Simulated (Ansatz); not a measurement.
**TiO$_{2}$ (P4_2/mnm): the size of the finite step**

```yaml
crystal:
  lattice:
    - [4.54816, 0.00000, 0.00000]
    - [0.00000, 4.54816, 0.00000]
    - [0.00000, 0.00000, 2.91713]
  atoms:
    - { symbol: Ti, position: [0.00000, 0.00000, 0.00000] }
    - { symbol: Ti, position: [0.50000, 0.50000, 0.50000] }
    - { symbol: O, position: [0.30397, 0.30397, 0.00000] }
    - { symbol: O, position: [0.19603, 0.80397, 0.50000] }
    - { symbol: O, position: [0.69603, 0.69603, 0.00000] }
    - { symbol: O, position: [0.80397, 0.19603, 0.50000] }
```

Unless marked otherwise, the numbers come from LDA, PAW on Ansatz 0.2.0's default frozen-core files (fitted under PBE), scalar-relativistic. k mesh 6×6×8, strains of ±0.008, fixed occupations, cutoff 420 eV. The cell was relaxed by PAW under this functional.

Task: Elastic constants come from stresses at strains of ±0.008 (two-point stencil): C11 = 296.3, C12 = 219.5, C13 = 174.5, C33 = 528.6, C44 = 125.4, C66 = 244.9 GPa. What does an amplitude of 0.08 give?

Result: C11 = 272.9, C12 = 196.9, C13 = 163.3, C33 = 535.6, C44 = 125.0, C66 = 246.3 GPa. A large step picks up anharmonic terms.

Keep in mind: frozen-core PAW files fitted under PBE, their cores solved anew for the functional of the run.
